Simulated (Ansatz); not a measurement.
Problem. TaAs in space group I4_1md (No. 109; Ta on 4a, As on 4a) is relaxed with plane-wave PAW PBE (Ansatz code). What lattice parameters of the conventional cell result?

Solution. a = 3.463 Å, c = 11.735 Å.

Problem. Give the free coordinates with the occupied sites.

Solution. In one choice of origin and axes:

```json
[
 {"atom": "Ta", "site": "4a", "symmetry": "2mm.", "x": "0.0000", "y": "0.0000", "z": "0.7502"},
 {"atom": "As", "site": "4a", "symmetry": "2mm.", "x": "0.0000", "y": "0.0000", "z": "0.3324"}
]
```

Problem. Is it a metal or does it have a gap at this level?

Solution. No gap at this level.

Symmetry was held in the PBE relaxation; of distortions, only those at the zone centre were tested. The run is not spin-polarised. A small band overlap can be real or an error of a semilocal functional. Spin–orbit coupling is left out wherever it is not named.

Potentials: the later of the program's two PAW sets.
